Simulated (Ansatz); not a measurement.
Consider the following.

Sr (fcc, Cu type), conventional cell a = b = c = 6.0999 Å, α = β = γ = 90.00°. The calculation uses the primitive cell of 1 atom, to which meshes and values per cell refer.

E(V) scan at fixed shape, V₀ the volume above. Symmetry pins the atoms to their sites.

Calculation: r2SCAN (plane waves to 500 eV, PAW, scalar-relativistic; Ansatz, a first-principles code). k mesh 13×13×13 (Γ-centred), Fermi-Dirac smearing 0.05 eV. E stands for the smeared free energy. Compression counts positive. Sr was relaxed with its symmetry unable to fall. The zero of ΔE is the relaxed starting cell.

The scan covers V/V₀ from 0.940 to 1.060 in 13 points.

Problem. What is ΔE at V/V₀ = 0.940?

Solution. 8 meV/atom.

Problem. What is ΔE at V/V₀ = 1.060?

Solution. 7 meV/atom.

Problem. What pressure does the cell carry at V/V₀ = 0.940?

Solution. 0.8 GPa.

(Under strain, the slope of the energy per volume gives the stress and its curvature an elastic modulus.)
